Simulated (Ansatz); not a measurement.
YIr2 (cubic Laves (MgCu2 type), Fd-3m) at seven volumes, DFT-r²SCAN in the program Ansatz with PAW potentials, scaled uniformly. One row is withheld.

```tsv
V (Å³/atom)	P (GPa)
16.248	24.84
16.784	15.14
17.320	?
17.855	-0.01
18.391	-5.88
18.927	-10.83
19.462	-15.01
```

### Question
Fit the shown pressures and predict the withheld one.

### Answer
Third-order Birch–Murnaghan: P = (3/2)B₀(x^(7/2) − x^(5/2))[1 + (3/4)(B′ − 4)(x − 1)] with x = (V₀/V)^(2/3). Least squares on the six rows gives V₀ = 17.854 Å³/atom, B₀ = 212.2 GPa, B′ = 4.59. At V = 17.320, x = 1.0205 and P = 6.91 GPa. The run itself gave 6.93 GPa.

The workflow started from an entry of the Crystallography Open Database (COD). Whether it is the stable phase at ambient conditions was not checked. Symmetry was held in the r²SCAN relaxation; whether a distortion lowers the energy is not shown. No spin polarisation was allowed. Scalar-relativistic: spin–orbit coupling is off unless named, which matters more the heavier the elements.

Potentials: the later of the program's two PAW sets.
